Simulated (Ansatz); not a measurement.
# Li2H: rattling a relaxed structure

It was reached by relaxing an invented guess, and it needn't be the stable form of this composition.

All numbers below come from Ansatz 0.2.0, DFT PBE, scalar-relativistic, plane waves, PAW. Settings: cutoff 420 eV, Γ-centred mesh 18×18×10 on the computed 3-atom cell, Gaussian smearing of 0.10 eV; no spin polarisation.

The cell below (3 atoms, space group P-6m2 (No. 187)) is relaxed within its symmetry.

```yaml
crystal:
  lattice:
    - [2.79793, 0.00000, 0.00000]
    - [-1.39897, 2.42308, 0.00000]
    - [0.00000, 0.00000, 5.21044]
  atoms:
    - { symbol: Li, position: [0.00000, 0.00000, 0.76037] }
    - { symbol: Li, position: [0.00000, 0.00000, 0.23963] }
    - { symbol: H, position: [0.33333, 0.66667, 0.00000] }
```

For the test a repeat of it with 6 atoms (edges 2.80, 4.85, 5.21 Å) was strained at random (σ = 1.5 % a component), the atoms were moved at random (σ = 0.15 Å), and all was relaxed again on a coarse 8×4×4 mesh (in the run’s order of axes) with 0.20 eV smearing, with no symmetry imposed.

The cell is a metal run without spin; a magnetic state may lie lower.

Question: Does it come back?

Answer: It doesn't return. The energy falls by 14 meV/atom on that mesh, the volume changes by -1.1 %, and the end has space group Cm (No. 8) at a loose tolerance. Relaxed again on a 20×20×10 mesh with 0.10 eV smearing, the new structure lies 16 meV/atom below the first (mesh in the axes of the run's cell; the cell below is made exact in the group named). Space group R3m (No. 160), trigonal, a = 2.810 Å, c = 15.341 Å. Li on its first site has 3 H at 2.05 Å, 1 Li at 2.50 Å and 6 Li at 2.81 Å; around Li on its second site lie 3 H at 2.05 Å, 1 Li at 2.50 Å and 6 Li at 2.81 Å; H has 6 Li at 2.05 Å.

Space group R3m:H (No. 160). a = 2.810 Å, b = 2.810 Å, c = 15.341 Å, α = 90.00°, β = 90.00°, γ = 120.00°
| atom | site | symmetry | x | y | z |
| --- | --- | --- | --- | --- | --- |
| Li | 3a | 3m | 0.6667 | 0.3333 | 0.2518 |
| Li | 3a | 3m | 0.0000 | 0.0000 | 0.0815 |
| H | 3a | 3m | 0.0000 | 0.0000 | 0.3330 |
